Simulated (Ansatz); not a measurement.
## How much do the gradients of HfSiO4 depend on the method?

Cell: a structure deposited in the COD, ions relaxed with PBE at fixed cell.

```cif
data_HfSiO4
_symmetry_space_group_name_H-M 'I4_1/amd:1'
_symmetry_Int_Tables_number 141
_cell_length_a 6.5725
_cell_length_b 6.5725
_cell_length_c 5.9632
_cell_angle_alpha 90.000
_cell_angle_beta 90.000
_cell_angle_gamma 90.000
loop_
_atom_site_label
_atom_site_type_symbol
_atom_site_symmetry_multiplicity
_atom_site_Wyckoff_symbol
_atom_site_fract_x
_atom_site_fract_y
_atom_site_fract_z
Hf Hf 4 a 0.0000 0.5000 0.2500
Si Si 4 b 0.5000 0.0000 0.2500
O O 16 h 0.5000 0.3147 0.8193
```

One atom of each set is listed; the run and its k-mesh use a cell of 12 atoms with edges of 5.52, 5.52, 5.52 Å.

First run. Method: Kohn–Sham DFT in Ansatz, PBE, plane waves and PAW, scalar-relativistic, 420 eV cutoff, Γ-centred 5×5×5 k-points, Fermi–Dirac smearing 0.02 eV.

```csv
site,V_zz (10²¹ V/m²),η
Hf,14.30,0.00
Si,-2.06,0.00
O,4.79,0.86
```

Second run. The same atoms and settings, except that the functional is r2SCAN and the cutoff is 500 eV.

(1) Given the first result, estimate the second.

## Answers

(1) 

```
site   V_zz     η  change of V_zz
  Hf  14.86  0.00           +0.56
  Si  -2.12  0.00           -0.06
   O   4.75  0.83           -0.04
```

The largest change of V_zz is on Hf, from 14.30 to 14.86. In per cent, |V_zz| changes by +4 on Hf, +3 on Si, -1 on O (all sites that start above 0.5).

Without spin–orbit coupling the gradients at and beside Hf can be off by some per cent, at some sites by more.
For the first run: At this cell the PBE pressure is 7 GPa, so with PBE the cell would grow if it were relaxed.
For the second run: The largest force is 0.3 eV/Å, so the atoms aren't at the calculated equilibrium and relaxing them would move these values.
